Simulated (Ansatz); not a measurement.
**Calculated electric field gradients for PH6NO4**

The cell is a computed structure from the Materials Project (it need not be an observed phase), atoms as given.

```cif
data_PH6NO4
_symmetry_space_group_name_H-M 'P2_12_12_1'
_symmetry_Int_Tables_number 19
_cell_length_a 7.1684
_cell_length_b 7.9445
_cell_length_c 8.5683
_cell_angle_alpha 90.000
_cell_angle_beta 90.000
_cell_angle_gamma 90.000
loop_
_atom_site_label
_atom_site_type_symbol
_atom_site_symmetry_multiplicity
_atom_site_Wyckoff_symbol
_atom_site_fract_x
_atom_site_fract_y
_atom_site_fract_z
H1 H 4 a 0.0605 0.4389 0.8462
H5 H 4 a 0.3191 0.3483 0.5078
H9 H 4 a 0.6549 0.2326 0.9366
H13 H 4 a 0.5284 0.1990 0.7738
H14 H 4 a 0.2333 0.6948 0.7344
H17 H 4 a 0.6595 0.3820 0.7955
P P 4 a 0.1527 0.2170 0.6942
N N 4 a 0.3477 0.7521 0.6829
O33 O 4 a 0.7082 0.1348 0.4215
O34 O 4 a 0.4759 0.3716 0.3665
O41 O 4 a 0.9028 0.8135 0.6491
O42 O 4 a 0.8149 0.3996 0.2727
```

One atom of each set is listed.

All values are calculated (Ansatz; DFT, PBE, plane waves and PAW, scalar-relativistic, 420 eV cutoff, Γ-centred 4×3×3 k-points, Fermi–Dirac smearing 0.02 eV), not measured.

Conventions: |V_zz| ≥ |V_yy| ≥ |V_xx|, η = (V_xx − V_yy)/V_zz, C_Q = eQV_zz/h.

2H: I = 1, Q = 2.858 mb; N-14: I = 1, Q = 20.44 mb; ¹⁷O: I = 5/2, Q = -25.58 mb. Q values from Pyykkö, Mol. Phys. 116, 1328 (2018).

Q: Give the quadrupolar parameters of the distinct sites.

A: 

```csv
site,atoms,first shell,V_zz (10²¹ V/m²),η,C_Q (MHz)
H1,4,1 O at 1.03 Å; also 1 O at 1.54 Å,2.07,0.11,0.143
H5,4,1 O at 1.01 Å; also 1 O at 1.66 Å,2.70,0.10,0.186
H9,4,1 N at 1.04 Å; also 1 O at 1.90 Å,2.82,0.01,0.195
H13,4,1 N at 1.05 Å; also 1 O at 1.76 Å,2.32,0.01,0.160
H14,4,1 N at 1.04 Å; also 1 O at 1.95 Å,2.80,0.01,0.194
H17,4,1 N at 1.05 Å; also 1 O at 1.76 Å,2.35,0.01,0.162
P,4,4 O at 1.51–1.60 Å,-3.57,0.75,–
N,4,4 H at 1.04–1.05 Å,0.63,0.75,0.310
O33,4,"1 H at 1.01 Å, 1 P at 1.59 Å, angle 118°",12.58,0.71,-7.78
O34,4,1 P at 1.54 Å; also 3 H at 1.54–1.95 Å,9.01,0.28,-5.57
O41,4,"1 H at 1.03 Å, 1 P at 1.60 Å, angle 120°; also 1 H at 1.90 Å",11.77,0.82,-7.28
O42,4,1 P at 1.51 Å; also 2 H at 1.76 Å,8.55,0.16,-5.29
```

At H9, H13, H14 and H17 V_zz points along its bond to N (within 2°) in each case. At H1 and H5 V_zz points along its bond to O (within 2°) in each case. At O34 and O42 V_zz points along its bond to P (within 2°) in each case.

P has no stable isotope with a ground-state quadrupole moment in the table, so no C_Q is given.

The lattice is static: at room temperature ammonium may turn and average the couplings of its hydrogen.
